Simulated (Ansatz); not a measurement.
SiC₂ in space group P4_2/mmc (No. 131; Si on 2e, C on 4i), plane-wave PAW PBEsol (Ansatz code), all energies at zero smearing, with the estimated change up to a 700 eV cutoff added, with one set of potentials and settings (totals compare only within such a set). Cell of 6 atoms (2 Si, 4 C): -2227.181 eV.

```csv
element,reference phase,E (eV/atom)
Si,"Fd-3m, 2 atoms in the cell",-621.4938
C,"P6_3/mmc, 4 atoms in the cell",-246.6953
```

Formation energy per atom, worked out: (-2227.181 − 2×(-621.4938) − 4×(-246.6953))/6 = 0.431 eV/atom (42 kJ per mol of atoms), at 0 K, without zero-point energy or fitted corrections.

The start of the workflow was typed in or built on a structure type; neither database checked (COD, Materials Project) lists it. Its standing as an ambient phase is unchecked. Symmetry was held in the PBEsol relaxation; whether a distortion lowers the energy is not shown. Its formation energy is positive at this level, so the cell may be metastable or incomplete. The references are the lowest solids computed at this level, not always the standard phases.

Potentials: the earlier of the program's two PAW sets. The files were generated under PBE; for other functionals the program regenerates the frozen cores, and for LDA and PBEsol the local potential too.
